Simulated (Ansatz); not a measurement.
RuC in space group P-6m2 (No. 187; Ru on 1a, C on 1f) under volume change, the program Ansatz at the PBE level (PAW), shape and atoms relaxed at each volume.

```json
[
 {"V (Å³/atom)": "9.011", "E − E(relaxed) (meV/atom)": "…", "P (GPa)": "…"},
 {"V (Å³/atom)": "9.308", "E − E(relaxed) (meV/atom)": "…", "P (GPa)": "…"},
 {"V (Å³/atom)": "9.606", "E − E(relaxed) (meV/atom)": "10.0", "P (GPa)": "11.04"},
 {"V (Å³/atom)": "9.903", "E − E(relaxed) (meV/atom)": "0.0", "P (GPa)": "0.00"},
 {"V (Å³/atom)": "10.200", "E − E(relaxed) (meV/atom)": "8.9", "P (GPa)": "-9.28"},
 {"V (Å³/atom)": "10.497", "E − E(relaxed) (meV/atom)": "33.5", "P (GPa)": "-17.12"},
 {"V (Å³/atom)": "10.794", "E − E(relaxed) (meV/atom)": "71.6", "P (GPa)": "-23.71"}
]
```

Task: Some entries are withheld; supply them.

Result: 
- 9.308, E − E(relaxed) (meV/atom): 42.2
- 9.308, P (GPa): 24.07
- 9.011, E − E(relaxed) (meV/atom): 100.7
- 9.011, P (GPa): 39.45

Task: What does a third-order Birch–Murnaghan fit give for V₀, B₀ and B′?

Result: V₀ = 9.90 Å³/atom, B₀ = 336 GPa, B′ = 4.6.

A made-up cell: these elements were put on the sites of a structure type; neither database checked (COD, Materials Project) lists it. Whether it is the stable phase at ambient conditions was not checked. The cell was relaxed with PBE under the symmetry of its start; whether a distortion lowers the energy is not shown. No spin polarisation was allowed.

Potentials: the earlier of the program's two PAW sets.
